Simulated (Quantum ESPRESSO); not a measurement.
```cif
data_Hg2SSe
_chemical_formula_sum 'S1 Se1 Hg2'
_space_group_name_H-M_alt 'P 1'
_space_group_IT_number 1
_cell_length_a 4.29014
_cell_length_b 4.29014
_cell_length_c 6.05910
_cell_angle_alpha 90.000
_cell_angle_beta 90.000
_cell_angle_gamma 90.000
loop_
_space_group_symop_operation_xyz
  'x, y, z'
loop_
_atom_site_label
_atom_site_type_symbol
_atom_site_fract_x
_atom_site_fract_y
_atom_site_fract_z
_atom_site_occupancy
S1 S 0.50000 0.50000 0.00000 1
Se1 Se 0.00000 0.00000 0.50000 1
Hg1 Hg 0.50000 0.00000 0.76218 1
Hg2 Hg 0.00000 0.50000 0.23782 1
```

The geometry is that of Materials Project entry mp-1223907, symmetrised and not relaxed again.

Q: What does PBEsol (Quantum ESPRESSO, PseudoDojo norm-conserving, 86 Ry, scalar-relativistic) give for the electronic structure near the Fermi level?

A: At this level the gap is closed or nearly so: along the path the highest valence and lowest conduction bands touch, or overlap by less than 0.6 eV, a zero-gap or semimetallic result; the valence top lies at Γ, the conduction bottom at Γ. Semilocal functionals close the gaps of some narrow-gap semiconductors, so this alone doesn't show that the compound has none. Without spin-orbit coupling, band edges of such heavy elements can be off by tenths of an eV.

The structure is a Materials Project entry; no match was found in the copy of COD used, and its stability was not checked.
